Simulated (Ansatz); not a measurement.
The numbers come from plane-wave PAW DFT (Ansatz): r2SCAN, no spin polarisation, 500 eV, 5×5×5 Γ-centred k points, fermi-dirac occupations (width 0.1 eV). Nothing was relaxed.

Computed maps in the lattice plane spanned by a (left to right, 6.42 Å, 19 points from zero) and b (bottom to top, 6.42 Å, 19 points from zero), 90° apart, at height 0.264 along c. The fields are smooth PAW ones with compensation charges, not the true ones near nuclei.

Valence density. Digits on a logarithmic scale: 0 up to 0.03 e/Å³, each further digit a factor of 1.6, 9 from 1.3 e/Å³ up:
```
5555444333334467886
5544444433334579998
6544555544334589998
5445567654434579997
5445689985444567876
4445799996544455554
3345699996544444444
3334589986544443333
3334456665555544333
3333445555566654433
3333344445689985433
3444444445699996543
4455554445699997544
5678765444589986544
5799975434456765544
6899985433445555445
5899975433334444445
5688764433333444555
5556554333333455655
```

ELF. Ten even steps from '0' (0.02) to '9' (0.44):
```
8998875432235654345
6987776543236551004
5877898764346540903
5878976555557651014
6779752244667865455
6568620025677886556
4457520025787777665
3346542245888765433
2234545557987665322
2223566789755545432
3334567888542245643
4566777787520025754
6655688776520026865
6554568766442257977
5410156755555679878
5309045643467898778
6400155632345677789
8543456532234578899
9865566432234665568
```

Task: The cell is Ga₃Ir. Which atoms lie within 0.2 Å of this plane, and where (fractions of a and b)?

Result: Ga at (0.16, 0.16), Ga at (0.84, 0.84), Ga at (0.66, 0.34), Ga at (0.34, 0.66). The whole cell:
```
CELL_PARAMETERS angstrom
6.41822 0.00000 0.00000
0.00000 6.41822 0.00000
0.00000 0.00000 6.62219
ATOMIC_POSITIONS crystal
Ga 0.15700 0.15700 0.26400
Ga 0.34300 0.65700 0.76400
Ga 0.84300 0.84300 0.26400
Ga 0.65700 0.34300 0.76400
Ga 0.65700 0.34300 0.23600
Ga 0.84300 0.84300 0.73600
Ga 0.34300 0.65700 0.23600
Ga 0.15700 0.15700 0.73600
Ga 0.00000 0.50000 0.00000
Ga 0.00000 0.50000 0.50000
Ga 0.50000 0.00000 0.50000
Ga 0.50000 0.00000 0.00000
Ir 0.34300 0.34300 0.00000
Ir 0.15700 0.84300 0.50000
Ir 0.65700 0.65700 0.00000
Ir 0.84300 0.15700 0.50000
```

Origin: a known structure type with other elements, at an estimated volume, so it need not be a known compound.
